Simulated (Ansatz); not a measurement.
MnSi:
```
CELL_PARAMETERS angstrom
      4.51821     0.00000     0.00000
      0.00000     4.51821     0.00000
      0.00000     0.00000     4.51821
ATOMIC_POSITIONS crystal
  Mn 0.13642 0.13642 0.13642
  Mn 0.36358 0.86358 0.63642
  Mn 0.63642 0.36358 0.86358
  Mn 0.86358 0.63642 0.36358
  Si 0.84518 0.84518 0.84518
  Si 0.65482 0.15482 0.34518
  Si 0.34518 0.65482 0.15482
  Si 0.15482 0.34518 0.65482
```
The run is spin-polarised; directions of the spins, atom by atom: ↑ ↑ ↑ ↑ 0 0 0 0.

Relaxed with PBE.

Task: Map the electron localisation function on the plane through (0.136, 0.136, 0.136) spanned by u = [1, 0, 0] and v = [0, 1, 1] in lattice vectors, from PBE (plane waves, PAW; program Ansatz).

Result: x is the fraction of u, y of v (the angle between them is 90°; rows are the nearest grid lines); atoms in the plane: Mn at (0.00, 0.00), Si at (0.71, 0.71).
```
|@@#=. .=********=: .=#@@|
|@@#=. .-=+++++++=.  =#@@|
|=-:   .....::-=++=:..-==|
|.    .......:-++**+-:...|
|:::---::..:-=+===+*#*+-:|
|=----:...:-=+=:..:-+#*+=|
|+-::.   .:=++=. ...-*#*+|
|-.       .=**=..-: :+*+-|
|:.  ...  .-+#+-....-**+:|
|:  .::.   :=*##******+=:|
|:.  ..    .-+**#*****+=:|
|-:        .-=+++++++===-|
|*+=-:.....::::..  ..-=+*|
|***+-::...::..     .:=**|
|***+=-::.....      .:=**|
|**+=-:. ..:::.     .-=**|
|**+-:.   .:--:.    .-=**|
|++=:.   .:=+**+-...:-=++|
|=--:.. .:-=**#*+=-:--===|
|.......:-==+**#**==--::.|
|...  :-+**+===*#*+-.   .|
|==-. .-*##*+=+*#*+:  :-=|
|@@#=. :+###*****+: .=#@@|
|@@#=. .=********=: .=#@@|
```
Scale: ten equal steps from 0.148 (start of ' ') to 0.904 (end of '@'), in the order ' .:-=+*#%@'; x runs from 0.000 to 1.00, y from 0.000 (bottom) to 1.00 (top).

The density is the valence pseudo-density with augmentation charge, so density and ELF within about 1 Å of a nucleus are not all-electron values.

Space group P2_13. The PBE relaxation kept the symmetry of its start. Spin order of the final state: ferromagnetic, chosen from 4 collinear starts compared on coarse meshes (ties went to the first, and starts can fall back to one state), not a proven ground state. Textbook magnetic order: helical.

Potentials: the later of the program's two PAW sets.
